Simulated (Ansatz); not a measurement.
# MnC2N2: rattling a relaxed structure

It was reached by relaxing an invented guess, and it needn't be the stable form of this composition.

The calculation used DFT PBE, scalar-relativistic, plane waves, PAW in Ansatz. Plane waves to 420 eV, a k mesh through Γ of 6×6×6 on the computed 10-atom cell and Gaussian smearing (0.02 eV); collinear spin from starting moments -4.2 -4.2 0.0 0.0 0.0 0.0 0.0 0.0 0.0 0.0 μB.

The cell below (10 atoms, space group P-43m (No. 215)) is relaxed within its symmetry.

```yaml
crystal:
  lattice:
    - [6.03680, 0.00000, 0.00000]
    - [0.00000, 6.03680, 0.00000]
    - [0.00000, 0.00000, 6.03680]
  atoms:
    - { symbol: Mn, position: [0.00000, 0.00000, 0.00000] }
    - { symbol: Mn, position: [0.50000, 0.50000, 0.50000] }
    - { symbol: C, position: [0.19619, 0.19619, 0.19619] }
    - { symbol: C, position: [0.19619, 0.80381, 0.80381] }
    - { symbol: C, position: [0.80381, 0.19619, 0.80381] }
    - { symbol: C, position: [0.80381, 0.80381, 0.19619] }
    - { symbol: N, position: [0.30826, 0.30826, 0.30826] }
    - { symbol: N, position: [0.30826, 0.69174, 0.69174] }
    - { symbol: N, position: [0.69174, 0.30826, 0.69174] }
    - { symbol: N, position: [0.69174, 0.69174, 0.30826] }
```

For the test it was strained at random (σ = 1.5 % a component), the atoms were moved at random (σ = 0.10 Å), and all was relaxed again on a coarse 2×2×2 mesh (in the run’s order of axes) with 0.10 eV smearing, with no symmetry imposed.

Another magnetic order may lie lower.

Question: Is the structure stable against such a distortion?

Answer: It returns, within 1 meV/atom of the unmoved cell on that mesh and with the same symmetry when read at 0.1 Å (P1 at 0.01 Å, so small strains and shifts remain). No instability shows in this cell; modes of other wave vectors, which need another repeat, aren't tested.
